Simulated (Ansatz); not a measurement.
**Equation of state of Ga3Pt2**

A database entry relaxed whole under r2SCAN (P-3m1):

```xyz
5
Lattice="4.2348 0.0000 0.0000 -2.1174 3.6675 0.0000 0.0000 0.0000 5.2704" Properties=species:S:1:pos:R:3 pbc="T T T"
Ga    0.0000    0.0000    0.0000
Ga    0.0000    2.4450    3.3910
Ga    2.1174    1.2225    1.8794
Pt    0.0000    2.4450    0.8803
Pt    2.1174    1.2225    4.3901
```

The cell was scaled uniformly, its shape held, and the atoms relaxed at each volume with plane-wave PAW DFT (Ansatz 0.2.0; r2SCAN, 500 eV, 9×9×7 Γ-centred mesh, fermi-dirac occupations of width 0.100 eV; no spin, no spin-orbit coupling). One row is withheld.

```csv
volume (Å³/atom),energy over the lowest (meV/atom),pressure (GPa)
15.389,31.7,11.10
15.716,13.5,6.93
16.043,3.2,3.24
16.371,0.0,0.00
16.698,3.0,-2.87
17.026,?,?
17.353,25.0,-7.61
```

Problem. Fit the pressures of the other rows to the third-order Birch-Murnaghan form.

Solution. With f = [(V₀/V)^(2/3) − 1]/2 and P = 3B₀f(1 + 2f)^(5/2)[1 + 3(B₀′ − 4)f/2], least squares gives V₀ = 16.37 Å³ an atom, B₀ = 152 GPa and B₀′ = 5.3; the rows miss the fit by less than 0.01 GPa. The slope of the energies differs from these pressures by less than 0.05 GPa.

Problem. What does the withheld row hold?

Solution. The fit gives -5.39 GPa at 17.026 Å³; the run gave -5.39 GPa and 11.6 meV an atom.

Caveats: the shape of the cell was held, so B₀ is an upper bound where the axes differ in stiffness; 0 K, fixed nuclei; the symmetry was kept, and this need not be the phase that is stable at 0 K; one mesh for all volumes; pressure is positive in compression.
